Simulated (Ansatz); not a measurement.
TiN (rock salt)

```xyz
2
Lattice="0.0000 2.1167 2.1167 2.1167 0.0000 2.1167 2.1167 2.1167 0.0000" Properties=species:S:1:pos:R:3 pbc="T T T"
N      0.0000     0.0000     0.0000
Ti     2.1167     2.1167     2.1167
```

The slice is a {111} plane (indices of the conventional cell) through the point (0.000, 0.000, 0.000) (fractional), spanned by u = [100] and v = [-1 2 0] in vectors of this cell: u (2.99 Å) and v (5.18 Å, at 90° to u). It covers one period; positions are fractions (u, v).

Calculation: r2SCAN (plane waves to 500 eV, PAW, scalar-relativistic; Ansatz, a quantum-chemistry and plane-wave program). k mesh 19×19×19. Near the nuclei the fields are pseudised (PAW); where an atom keeps semicore shells as valence, they peak there. The PAW data are Ansatz's earlier set. TiN is run without spin polarisation. TiN was relaxed with its symmetry unable to fall.

Problem. Sketch the electrostatic potential energy of an electron, from the cell's mean on this plane as a map.

Solution. 
```
|xxxxxxxxxx%%@@####%%@@%%xxxxxxxx|
|xxxxxxxxxx####**++++%%##xxxxxxxx|
|xxxxxxxx##%%**--::--++%%##xxxxxx|
|xxxxxx##%%##==..  ..==##%%##xxxx|
|####%%@@@@**--      --**@@@@%%##|
|##%%%%@@%%**==::..::==**%%@@@@%%|
|++++**######**++++++**######**++|
|..::==**%%@@%%%%##%%@@@@%%**==::|
|    --**@@@@%%######%%@@@@**--  |
|  ..==##%%##xxxxxxxxxx##%%##==..|
|::--**%%##xxxxxxxxxxxxxx##%%++--|
|++**####xxxxxxxxxxxxxxxxxx##%%++|
|####@@%%xxxxxxxxxxxxxxxxxx%%@@%%|
|##%%@@%%xxxxxxxxxxxxxxxxxx%%@@%%|
|##%%@@%%xxxxxxxxxxxxxxxxxx%%@@##|
|++++%%##xxxxxxxxxxxxxxxxxx####**|
|::--++%%##xxxxxxxxxxxxxx##%%**--|
|  ..==##%%##xxxxxxxxxx##%%##==..|
|    --**@@@@%%######%%@@@@**--  |
|..::==**%%@@@@%%##%%%%@@%%**==::|
|++++**######**++++++**######**++|
|##%%@@@@%%**==::..::==**%%@@%%%%|
|####%%@@@@**--      --**@@@@%%##|
|xxxxxx##%%##==..  ..==##%%##xxxx|
|xxxxxxxx##%%++--::--**%%##xxxxxx|
|xxxxxxxxxx##%%++++**####xxxxxxxx|
|xxxxxxxxxx%%@@%%####@@%%xxxxxxxx|
|xxxxxxxxxx%%@@%%##%%@@%%xxxxxxxx|
```
Scale: ten equal steps from 7.16 (start of ' ') to 9.78 (end of '@'), in the order ' .:-=+*#%@'. Values: electrostatic potential energy of an electron, from the cell's mean, in eV. The map has 16 points along u (two characters each, u = 0 at the left) and 28 along v (v = 0 in the bottom row). Points within 0.9 Å of a nucleus are blanked (x), as the pseudised field means little there. The zero, the cell's mean, hangs on the PAW cores.
